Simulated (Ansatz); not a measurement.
**GaN with Sn replacing Ga: ¹¹⁹Sn Mössbauer parameters**

Cell: a supercell of GaN (wurtzite type, P6_3mc) built from a structure deposited in the COD (the entry's cell lengths or inner coordinates differ somewhat from later room-temperature determinations), with all atoms left at the host's positions.

```cif
data_structure
_symmetry_space_group_name_H-M 'P 1'
_symmetry_Int_Tables_number 1
_cell_length_a 6.3600
_cell_length_b 9.5400
_cell_length_c 10.3320
_cell_angle_alpha 90.000
_cell_angle_beta 90.000
_cell_angle_gamma 120.000
_cell_volume 542.90
loop_
_atom_site_label
_atom_site_type_symbol
_atom_site_fract_x
_atom_site_fract_y
_atom_site_fract_z
_atom_site_occupancy
Sn1 Sn 0.16667 0.22222 0.00000 1
Ga2 Ga 0.16667 0.22222 0.50000 1
Ga3 Ga 0.16667 0.55556 0.00000 1
Ga4 Ga 0.16667 0.55556 0.50000 1
Ga5 Ga 0.16667 0.88889 0.00000 1
Ga6 Ga 0.16667 0.88889 0.50000 1
Ga7 Ga 0.66667 0.22222 0.00000 1
Ga8 Ga 0.66667 0.22222 0.50000 1
Ga9 Ga 0.66667 0.55556 0.00000 1
Ga10 Ga 0.66667 0.55556 0.50000 1
Ga11 Ga 0.66667 0.88889 0.00000 1
Ga12 Ga 0.66667 0.88889 0.50000 1
Ga13 Ga 0.33333 0.11111 0.25000 1
Ga14 Ga 0.33333 0.11111 0.75000 1
Ga15 Ga 0.33333 0.44444 0.25000 1
Ga16 Ga 0.33333 0.44444 0.75000 1
Ga17 Ga 0.33333 0.77778 0.25000 1
Ga18 Ga 0.33333 0.77778 0.75000 1
Ga19 Ga 0.83333 0.11111 0.25000 1
Ga20 Ga 0.83333 0.11111 0.75000 1
Ga21 Ga 0.83333 0.44444 0.25000 1
Ga22 Ga 0.83333 0.44444 0.75000 1
Ga23 Ga 0.83333 0.77778 0.25000 1
Ga24 Ga 0.83333 0.77778 0.75000 1
N25 N 0.16667 0.22222 0.18750 1
N26 N 0.16667 0.22222 0.68750 1
N27 N 0.16667 0.55556 0.18750 1
N28 N 0.16667 0.55556 0.68750 1
N29 N 0.16667 0.88889 0.18750 1
N30 N 0.16667 0.88889 0.68750 1
N31 N 0.66667 0.22222 0.18750 1
N32 N 0.66667 0.22222 0.68750 1
N33 N 0.66667 0.55556 0.18750 1
N34 N 0.66667 0.55556 0.68750 1
N35 N 0.66667 0.88889 0.18750 1
N36 N 0.66667 0.88889 0.68750 1
N37 N 0.33333 0.11111 0.43750 1
N38 N 0.33333 0.11111 0.93750 1
N39 N 0.33333 0.44444 0.43750 1
N40 N 0.33333 0.44444 0.93750 1
N41 N 0.33333 0.77778 0.43750 1
N42 N 0.33333 0.77778 0.93750 1
N43 N 0.83333 0.11111 0.43750 1
N44 N 0.83333 0.11111 0.93750 1
N45 N 0.83333 0.44444 0.43750 1
N46 N 0.83333 0.44444 0.93750 1
N47 N 0.83333 0.77778 0.43750 1
N48 N 0.83333 0.77778 0.93750 1
```

Sites (sets of like atoms) are named by element and the number of their first atom in this list.

Computed with Ansatz: DFT, PBE, plane waves and PAW, scalar-relativistic, 420 eV cutoff, Γ-centred 4×3×2 k-points, Fermi–Dirac smearing 0.01 eV, cell charge +1.

Isomer shifts (against SnO₂) follow from the electron density at the nucleus, δ = α(ρ − ρ₀), with α = 0.099 mm s⁻¹ a₀³ and ρ₀ = 183191.44 a₀⁻³ from a line fitted to 8 measured compounds at this level of theory (rms miss 0.12 mm/s). ΔE_Q = ½eQV_zz(1 + η²/3)^½ with Q = -0.132 b for the 23.9 keV state.

**Question.** Where do the absorption lines lie?

**Answer.** Sn (1 atom a cell): δ = 0.68, |ΔE_Q| = 0.09 mm/s, a doublet too narrow to resolve, seen as one line at 0.68 mm/s.

The defect repeats with the cell of 48 atoms, so it feels its images: sites between two images don't show the values beside a lone defect, and zeros or small values of η there can come from the images' arrangement. A uniform background compensates the cell's charge. Without spin–orbit coupling (the program notes it for Sn) the gradients are little affected as a rule: paired runs on crystals with a gap mostly move them by under 2 % at such atoms. The cell keeps the host's lattice, where the PBE pressure is 11 GPa (in a charged cell this depends on the convention for the mean potential). The neighbours have not yet relaxed around the defect (largest force 2.3 eV/Å), so a real crystal will differ.

Hardware: 4 threads of Arm Neoverse V1 (aarch64; 8 cores open to the job, memory cap 8.0 GiB, no GPU), a shared host with a load of 0.3 a core. Wall time 2 min, CPU time 7.8 min, peak memory 3.6 GiB.
